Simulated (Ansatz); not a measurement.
Level of theory: DFT, r2SCAN, plane waves (500 eV) with PAW, scalar-relativistic (Ansatz). The PAW files were generated under PBE, with cores re-solved for the functional.

An element in the diamond structure gives this curve. The cell is scaled uniformly from the relaxed one, with fractional coordinates and shape fixed. Energies are extrapolated to zero smearing, pressures are those at the given smearing. Magnetic state: spin not included.

| V (Å³/atom) | E − E₀ (meV/atom) | P (GPa) |
| --- | --- | --- |
| 47.985 | 38.1 | 2.34 |
| 50.166 | 14.2 | 1.30 |
| 52.348 | 2.6 | 0.52 |
| 54.529 | 0.1 | -0.05 |
| 56.710 | 4.4 | -0.47 |
| 58.891 | 13.8 | -0.77 |
| 61.072 | 26.8 | -0.98 |

(1) Which element is it?
A. bismuth
B. barium
C. tellurium
D. scandium

Results:

(1) B. Its fit is V₀ = 54.13 Å³/atom, B₀ = 13.0 GPa, B₀′ = 6.4.
